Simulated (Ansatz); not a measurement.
Consider the following.

Al3Ni:
```cif
data_Al12Ni4
_chemical_formula_sum 'Al12 Ni4'
_space_group_name_H-M_alt 'Pnma'
_space_group_IT_number 62
_space_group_name_Hall '-P 2ac 2n'
_cell_length_a 6.57462
_cell_length_b 7.30910
_cell_length_c 4.77987
_cell_angle_alpha 90.000
_cell_angle_beta 90.000
_cell_angle_gamma 90.000
loop_
_atom_site_label
_atom_site_type_symbol
_atom_site_symmetry_multiplicity
_atom_site_Wyckoff_symbol
_atom_site_fract_x
_atom_site_fract_y
_atom_site_fract_z
_atom_site_occupancy
Al1 Al 4 c 0.00973 0.25000 0.91466 1
Al2 Al 8 d 0.17131 0.05607 0.36503 1
Ni1 Ni 4 c 0.37065 0.25000 0.05680 1
```

This is the PBEsol-relaxed structure.

Task: All from plane-wave PAW PBEsol (Ansatz code), unless another level is named. Estimate the density of states at the Fermi level.

Result: 0.29 states/eV per atom (mean over ±0.08 eV).

Task: Predict the formation energy from the elements (no fitted shifts).

Result: -0.41 eV/atom.

The first step of the workflow began from a Materials Project structure, measured or hypothetical; the Crystallography Open Database copy checked does not list it. Whether it is the stable phase at ambient conditions was not checked. The cell was relaxed with PBEsol under the symmetry of its start; its stability against distortions is not shown here. The run is not spin-polarised. The references are the lowest solids computed at this level, not always the standard phases.

Potentials: the later of the program's two PAW sets.
